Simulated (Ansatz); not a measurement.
# Si2W: frozen-core PAW against all-electron methods

```yaml
crystal:
  lattice:
    - [-1.60737, 1.60737, 3.90103]
    - [1.60737, -1.60737, 3.90103]
    - [1.60737, 1.60737, -3.90103]
  atoms:
    - { symbol: Si, position: [0.33499, 0.33499, 0.00000] }
    - { symbol: Si, position: [0.66501, 0.66501, 0.00000] }
    - { symbol: W, position: [0.00000, 0.00000, 0.00000] }
```

Atoms are numbered in the order listed.

Conventional cell: a = 3.215 Å, b = 3.215 Å, c = 7.802 Å, α = 90.00°, β = 90.00°, γ = 90.00°. Around Si (atom 1) lie 5 Si at 2.57 to 2.63 Å and 5 W at 2.61 Å. W (atom 3) has 10 Si at 2.61 Å as nearest neighbours.

The cell is the one relaxed in the Materials Project (mp-1620), not relaxed further here; entries there can be hypothetical.

No spin–orbit coupling, which matters for the heavy atoms here.

Levels of theory: DFT, PBEsol, PAW with Ansatz's default frozen-core files, scalar-relativistic (Ansatz 0.2.0); DFT, PBEsol, all-electron LAPW, scalar-relativistic (Ansatz 0.2.0).

For PAW: a Γ-centred 18×18×18 k mesh, Fermi–Dirac smearing of 0.05 eV, cutoff 420 eV, no spin polarisation; the PAW files were made with PBE, and the program remakes their frozen cores for this functional. LAPW targets a basis error of 1 meV/atom. The Ansatz runs share mesh, smearing and spin set-up. Plane-wave (PAW) pressures include the program's estimate of the Pulay term.

Stress and pressure are positive in compression.

Levels count from the Fermi level.

PAW results:

```tsv
quantity	PAW
pressure (GPa)	-1.16
stress xx (GPa)	-1.91
stress zz (GPa)	0.33
force on Si1, z (eV/Å)	-0.066
highest filled level at Γ (eV)	-2.848
lowest empty level at Γ (eV)	0.590
highest filled level at S0 (eV)	-0.330
lowest empty level at S0 (eV)	1.803
highest filled level at S (eV)	-0.330
lowest empty level at S (eV)	1.803
```

Q: What does all-electron LAPW give for the same quantities?

A: 
```csv
quantity,LAPW
pressure (GPa),-1.19
stress xx (GPa),-1.93
stress zz (GPa),0.27
"force on Si1, z (eV/Å)",-0.064
highest filled level at Γ (eV),-2.849
lowest empty level at Γ (eV),0.590
highest filled level at S0 (eV),-0.330
lowest empty level at S0 (eV),1.804
highest filled level at S (eV),-0.330
lowest empty level at S (eV),1.804
```
